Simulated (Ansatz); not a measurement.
**SrLi2GaS4: relaxation (Ansatz)**

Launch command:

```bash
ansatz run input.yaml --threads 2 --pin off --max-ram 3584MiB --backend cpu --events-out ev --progress --plain --runs-dir out
```

Input:

```yaml
crystal:
  lattice:
    - [-3.254133, 3.254133, 3.869384]
    - [3.254133, -3.254133, 3.869384]
    - [3.254133, 3.254133, -3.869384]
  atoms:
    - { symbol: Ga, position: [0.0, 0.0, 0.0] }
    - { symbol: Sr, position: [0.5, 0.5, 0.0] }
    - { symbol: Li, position: [0.25, 0.75, 0.5] }
    - { symbol: Li, position: [0.75, 0.25, 0.5] }
    - { symbol: S, position: [0.03526, 0.03526, 0.4132] }
    - { symbol: S, position: [0.96474, 0.37794, 0.0] }
    - { symbol: S, position: [0.62206, 0.62206, 0.5868] }
    - { symbol: S, position: [0.37794, 0.96474, 0.0] }
  symmetry: { tolerance: 0.0003 }
kpoints:
  mp_grid: { grid: [6, 6, 6], shift: [0, 0, 0] }
magnetization:
  spin_polarized: false
scf:
  occupations: { method: fermi_dirac }
  lower_state_search: "off"
hamiltonian:
  pseudopotentials: { kind: paw }
  xc: pbe
basis:
  ecutwfc: 420
  fft_grid_basis: typed
relax:
  max_steps: 40
  cell: { p_target: 0.0 }
  f_tol: 0.03
output:
  forces: true
  stress: true
  eigenvalues: true
  bader: true
  populations: true
  elf: true
  write_potential: true
  volumetric_format: npy
  dos:
    e_range: [-12, 8]
    de: 0.05
    projected: { site_lists: { Ga: [Ga], Li: [Li], S: [S], Sr: [Sr] } }
  write_density: true
checkpoint:
  read: saved_state
```

Origin of the cell: a known structure type with other elements, at an estimated volume, so it need not be a known compound.

The smearing width isn't typed, so it takes its default of 0.1 eV.

The saved state is a converged single point of the same cell.

Output (shortened):

```
Pseudopotentials: kind: paw
Pseudopotential: Ga, paw, valence charge 13, recommended cutoff 420 eV (normal), Ga.paw.azcp
Pseudopotential: Sr, paw, valence charge 10, recommended cutoff 420 eV (normal), Sr.paw.azcp
Pseudopotential: Li, paw, valence charge 3, recommended cutoff 420 eV (normal), Li.paw.azcp
Pseudopotential: S, paw, valence charge 6, recommended cutoff 420 eV (normal), S.paw.azcp
Functional definition: PBE
  exchange = pbe_x(kappa = kappa, mu = beta*pi^2/3)
  correlation = pbe_c(beta = beta)
Crystal: 8 atoms, lattice volume = 163.898 Å³
Basis set: ecut = 420 eV, 3157 PW (Γ), exchange–correlation on 90×90×90 points (8 copies of the dense FFT grid, shifted against one another)
Bands: 35, of which v1, the nominal top of the filled ones, is band 27 counted from 1 (26 counted from 0)
[… 12 lines left out …]
Initial density: read from a saved state, or passed on in memory by an earlier SCF of this step, an earlier step, the calling program or the single point that the run made first
Functional: x = pbe(κ = 0.804, μ = 0.219515), c = pbe(β = 0.066725)
SCF iter   1: F=—  HF=-11354.238488 eV  Δρ=3.12e-4  dr2=2.53e-4
SCF iter   2: F=—  HF=-11354.238617 eV  Δρ=1.89e-4  dr2=1.17e-4
SCF iter   3: F=—  HF=-11354.238658 eV  Δρ=5.08e-5  dr2=9.66e-6
SCF iter   4: F=—  HF=-11354.238749 eV  Δρ=4.03e-5  dr2=2.62e-6
SCF iter   5: F=—  HF=-11354.238746 eV  Δρ=1.39e-5  dr2=4.34e-7
SCF iter   6: F=-11354.238747 eV  HF=-11354.238747 eV  Δρ=4.93e-6  dr2=6.39e-8
relax step   1: F+E_penalty+E_count = -11354.238747 eV  Δ(F+E_penalty+E_count) = +0.000e0 eV  max|allowed force component| = 2.662e-1 eV/Å  Δτ_max = 0.0000 Å  P = +1.078 GPa  Ω = 163.898 Å³ […]
relax step   2: F+E_penalty+E_count = -11354.315004 eV  Δ(F+E_penalty+E_count) = -7.626e-2 eV  max|allowed force component| = 5.694e-2 eV/Å  Δτ_max = 0.0572 Å  P = -0.233 GPa  Ω = 171.317 Å³ […]
relax step   3: F+E_penalty+E_count = -11354.318735 eV  Δ(F+E_penalty+E_count) = -3.731e-3 eV  max|allowed force component| = 1.261e-2 eV/Å  Δτ_max = 0.0089 Å  P = -0.040 GPa  Ω = 170.571 Å³ […]
relax step   4: F+E_penalty+E_count = -11354.319439 eV  Δ(F+E_penalty+E_count) = -7.047e-4 eV  max|allowed force component| = 1.807e-3 eV/Å  Δτ_max = 0.0055 Å  P = +0.005 GPa  Ω = 170.177 Å³ […]
relax step   5: F+E_penalty+E_count = -11354.319881 eV  Δ(F+E_penalty+E_count) = -4.418e-4 eV  max|allowed force component| = 1.909e-3 eV/Å  Δτ_max = 0.0000 Å  P = +0.005 GPa  Ω = 170.177 Å³  stress off target by 1.17e-2 GPa […]
SCF 5 converged in 7 iterations: F = -11354.319881 eV  dr2 = 6.79e-11
basis re-selected at this cell: Δ(F+E_penalty+E_count) = -4.418e-4 eV, ΔP = +0.001 GPa vs the last step (what re-selecting the basis moved, of the pressure what is left beyond the Pulay corre […]
SCF converged after 7 iterations
Free energy (F): -11354.319881 eV
Harris-Foulkes:  -11354.319881 eV  (|F-HF|=0.00e0)
Internal energy: -11354.122814 eV  (E = F + TS)
E sigma→0 (E₀):  -11354.221348 eV
Entropy (-TS):   -0.197067 eV (-24.633 meV/atom)
Fermi energy:    4.193748 eV
--- Per-component energies (eV) ---
  E_band       = -378.972871
  E_kinetic    = 831.413978
  E_local      = -3891.073006  (includes V_loc(G=0)·N_el)
  E_nonlocal   = 676.173476
  E_hartree    = 1551.969008
  E_xc         = -652.642409
  E_vxc        = -597.844448  (∫ρ·V_xc dr)
  E_paw        = -7129.402913  (= ΣΔE_a)
  E_vpaw       = -501.581138  (= ΣTr[D̂ρ^β])
  E_aug_tail   = -0.000062  (compensation charges beyond the density's cutoff)
  E_ewald      = -2740.560886
  E_smearing   = -0.197067  (= −TS)
  Σ components = -11354.319881   (vs F -11354.319881, Δ=0.00e0)
--- Forces (eV/Å), atoms counted from 1 ---
  atom   1  Ga    -0.000000     0.000000    -0.000000
  atom   2  Sr    -0.000000    -0.000000     0.000000
  atom   3  Li     0.000000     0.000000     0.000000
  atom   4  Li     0.000000     0.000000    -0.000000
  atom   5  S     -0.001909    -0.001909    -0.001104
  atom   6  S     -0.001909     0.001909     0.001104
  atom   7  S      0.001909     0.001909    -0.001104
  atom   8  S      0.001909    -0.001909     0.001104
  max |Σ_I F_I| component: 1.19e-16 eV/Å
--- Stress (GPa, compression-positive) ---
        0.011748      -0.000000      -0.000000
       -0.000000       0.011748       0.000000
       -0.000000       0.000000      -0.007181
  P = ⅓ Tr σ = 0.0054 GPa (0.054 kbar)
--- Relaxed structure (4 steps of the walk, 4 accepted, 1 SCFs on fresh bases) ---
  F+E_penalty+E_count = -11354.319881 eV   max|allowed force component| = 1.909e-3 eV/Å   (the final SCF, on the basis selected at the relaxed cell)
  cell:  # Å, volume = 170.1773 Å³
    - [-3.311188, 3.311188, 3.880376]
    - [3.311188, -3.311188, 3.880376]
    - [3.311188, 3.311188, -3.880376]
  atoms:
    - { symbol: Ga, position: [-1.779e-19, 0.0, 0.0] }
    - { symbol: Sr, position: [0.5, 0.5, -3.553e-19] }
    - { symbol: Li, position: [0.250000, 0.75, 0.500000] }
    - { symbol: Li, position: [0.75, 0.250000, 0.500000] }
    - { symbol: S, position: [0.036469, 0.036469, 0.404202] }
    - { symbol: S, position: [0.963531, 0.367733, 0.0] }
    - { symbol: S, position: [0.632267, 0.632267, 0.595798] }
    - { symbol: S, position: [0.367733, 0.963531, 0.0] }
--- Löwdin populations: 8 sites ---
  site symbol       q [e]
     0     Ga     12.8057
     1     Sr      8.3412
     2     Li      2.3640
     3     Li      2.3640
     4      S      6.6687
     5      S      6.6687
     6      S      6.6687
     7      S      6.6687
  spilling = 0.008498 (of n_electrons = 53.000000)
--- Bader charges: 8 sites ---
  site symbol  charge [e]  shift [e]
     0     Ga      1.2122     0.0049
     1     Sr      1.5207     0.0000
     2     Li      0.8744     0.0006
     3     Li      0.8744     0.0006
     4      S     -1.1204     0.0015
     5      S     -1.1204     0.0015
     6      S     -1.1204     0.0015
     7      S     -1.1204     0.0015
  estimated error of the sums over rays = 4.8e-4 e
```

The starting structure.

Space group I-42m (No. 121); the run's cell has a = 6.013 Å, b = 6.013 Å, c = 6.013 Å, α = 114.47°, β = 114.47°, γ = 99.89°. Shortest distances: Ga–S 2.32 Å, Li–S 2.41 Å, S–Sr 3.01 Å, S–S 3.52 Å.

After:

Space group I-42m (No. 121); the run's cell has a = 6.082 Å, b = 6.082 Å, c = 6.082 Å, α = 114.02°, β = 114.02°, γ = 100.71°. Shortest distances: Ga–S 2.29 Å, Li–S 2.47 Å, S–Sr 3.07 Å.

```yaml
Free_energy_lowered_by: 10.1 meV/atom
Volume_change: 3.83 %
Final_pressure: 0.01 GPa
Relaxation_steps_listed: 5
```

Caveats: no moments, though an odd count or open d shells may carry them; the relaxation held the start's symmetry, so the end may be a saddle point.

It ran for 86 s on 2 threads of Arm Neoverse V1 (shared host), peak memory 0.52 GiB, from a saved density.
